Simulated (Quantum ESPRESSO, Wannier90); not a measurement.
# Wannier functions of SiC (wurtzite)

```
CELL_PARAMETERS angstrom
      3.07351     0.00000     0.00000
     -1.53676     2.66174     0.00000
      0.00000     0.00000     5.04525
ATOMIC_POSITIONS crystal
  Si 0.33333 0.66667 0.49960
  Si 0.66667 0.33333 0.99960
  C  0.33333 0.66667 0.87540
  C  0.66667 0.33333 0.37540
```

Cell from Materials Project (mp-7140), symmetrised, no further relaxation. COD (Crystallography Open Database) has the formula in 5 space groups, this one among them (matched by group alone). Computed values, not measurements, from PBEsol: Quantum ESPRESSO (norm-conserving PseudoDojo potentials, cutoff 66 Ry, no spin polarisation, no spin-orbit coupling) on a Γ-centred 12×12×6 mesh, then Wannier90. Density: 12×12×6 mesh, cold smearing 0.01 Ry.

The plane-wave run has 26 bands and 16 electrons a cell. On the energy scale of pw.x, whose zero is arbitrary, the valence-band maximum lies at 9.62 eV.

Isolated groups of bands, relative to the valence-band maximum (bands from 9 on overlap up to the last one computed):

```json
[
 {"bands": "1–2", "from (eV)": "-15.62", "to (eV)": "-10.30", "filling": "filled", "weight on atomic waves": "C 2s 44 %, Si 3p 31 %, Si 3s 18 %"},
 {"bands": "3–8", "from (eV)": "-8.79", "to (eV)": "0.00", "filling": "filled", "weight on atomic waves": "C 2p 62 %, Si 3p 24 %, Si 3s 8 %"}
]
```

Input w.win, without the blocks of cell, atoms and k-points (864 lines):

```
num_bands = 26
num_wann = 16
num_iter = 1000
conv_tol = 1.0e-6
conv_window = 4
dis_num_iter = 1000
dis_conv_tol = 1.0e-6
dis_froz_max = 13.24
write_hr = true
write_u_matrices = true
begin projections
f=0.35081,-0.32794,0.50261: s;p
f=-0.35045,0.31923,-0.00269: s;p
f=0.33953,-0.34391,-0.12034: s;p
f=-0.34789,0.32466,0.38161: s;p
end projections
mp_grid = 13 12 6
```

Problem. This input has a fault. Which, and what does the program do?

Solution. wannier90.x -pp stops with:
```
Error: Wrong number of lines in block kpoints
```
The product of the three numbers of mp_grid differs from the number of lines in the kpoints block. Mended as below, all else unchanged, the run goes through (Ω_I = 12.9 Å²) and follows the plane-wave bands to 3.4 meV rms (states up to 3.1 eV relative to the valence-band maximum).
```
mp_grid = 12 12 6
```
